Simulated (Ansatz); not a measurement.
## Sb: computed property card

Sb:
```cif
data_Sb4
_chemical_formula_sum 'Sb4'
_space_group_name_H-M_alt 'P 1'
_space_group_IT_number 1
_cell_length_a 5.69816
_cell_length_b 5.69816
_cell_length_c 5.69816
_cell_angle_alpha 109.471
_cell_angle_beta 109.471
_cell_angle_gamma 109.471
loop_
_space_group_symop_operation_xyz
  'x, y, z'
loop_
_atom_site_label
_atom_site_type_symbol
_atom_site_fract_x
_atom_site_fract_y
_atom_site_fract_z
_atom_site_occupancy
Sb1 Sb 0.69312 0.00000 0.00000 1
Sb2 Sb 0.00000 0.69312 0.00000 1
Sb3 Sb 0.00000 0.00000 0.69312 1
Sb4 Sb 0.30688 0.30688 0.30688 1
```

Space group I-43m (No. 217); conventional cell a = 6.5797 Å, b = 6.5797 Å, c = 6.5797 Å, α = 90.00°, β = 90.00°, γ = 90.00°.

Method: LDA in the plane-wave PAW code Ansatz. The cell and atoms are relaxed at this level. Other levels are named where they apply.

### Cell and energy

| Quantity | Result |
|---|---|
| Volume per atom | 35.61 Å³ |
| Density | 5.68 g/cm³ |

### Electronic structure

| Property | Value |
|---|---|
| Band gap | 0.20 eV (direct) |
| Valence-band maximum | at Γ |
| Conduction-band minimum | at Γ |
| Electron effective mass, band 1 of 3 at the edge | 0.38 along [100], 0.38 along [110], 1.2 along [111] (mₑ) |
| Electron effective mass, band 2 of 3 at the edge | 0.38 along [100], 0.085 along [110], 0.041 along [111] (mₑ) |
| Electron effective mass, band 3 of 3 at the edge | 0.023 along [100], 0.028 along [110], 0.041 along [111] (mₑ) |
| Hole effective mass, band 1 of 2 at the edge | 4.8 along [100], 0.090 along [110], 0.046 along [111] (mₑ) |
| Hole effective mass, band 2 of 2 at the edge | 0.023 along [100], 0.031 along [110], 0.046 along [111] (mₑ) |

### Mechanics

| Property | Result |
|---|---|
| Elastic constants (relaxed ions, GPa) | C11 = 17.8, C12 = 11.5, C44 = 11.1 |
| Mechanical stability | stable (all eigenvalues of C positive) |
| Hill bulk and shear moduli | 13.6 and 6.7 GPa |
| Young's modulus | 17.4 GPa |
| Poisson's ratio | 0.29 |
| Debye temperature from the elastic constants | 110 K |

### Phonons

| Item | Value |
|---|---|
| Highest zone-centre frequency | 197 cm^-1 |
| Zone-centre stability | no imaginary mode at Γ |

The start of the workflow was typed in or built on a structure type; neither database checked (COD, Materials Project) lists it. It is not the phase usual at ambient conditions (space group No. 166). Symmetry was held in the LDA relaxation. A crystal of weakly bound molecules computed without a dispersion correction: the cell and the soft elastic constants depend strongly on that. Spin–orbit coupling is left out wherever it is not named.

Potentials: the earlier of the program's two PAW sets. The files were generated under PBE; for other functionals the program regenerates the frozen cores, and for LDA and PBEsol the local potential too.
